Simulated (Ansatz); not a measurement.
A geometry of In away from equilibrium: the start of the relaxation of a relaxed In cell, doubled along one cell vector, shaken by Gaussian noise of σ = 0.08 Å a coordinate. Calculation: r2SCAN (plane waves to 500 eV, PAW, scalar-relativistic; Ansatz, an electronic-structure program). Γ-centred k-mesh 8×4×11 on the run's cell (coarser than for final values), Fermi–Dirac smearing 0.05 eV.

```xyz
4
Lattice="5.0094 0.0000 0.0000 -5.0094 8.6765 0.0000 0.0000 0.0000 3.0842" Properties=species:S:1:pos:R:3 pbc="T T T"
In     0.0408     2.9971    -0.0840
In    -2.6718     7.1212    -0.0300
In     2.4482     1.5127    -0.0024
In    -0.1069     5.8827    -0.0514
```

Task: Predict the force on each atom, in eV/Å.

Result: 
```
atom     Fx     Fy     Fz
----  -----  -----  -----
In1   -0.40  -0.06  -0.02
In2    0.45   0.71   0.02
In3    0.39  -0.34   0.01
In4   -0.43  -0.31  -0.01
```

Task: What is the pressure?

Result: +0.4 GPa, compression positive.

Task: How much energy per atom can still be gained by relaxing?

Result: 0.16 eV/atom; the path ends in Immm (No. 71).

No spin polarisation in the result.

The end of the path is a generated cell of In: the first start was made by placing the elements on the sites of a structure type, and the end was not matched to a known phase here, so it may be hypothetical. Known forms of In include space group No. 139.
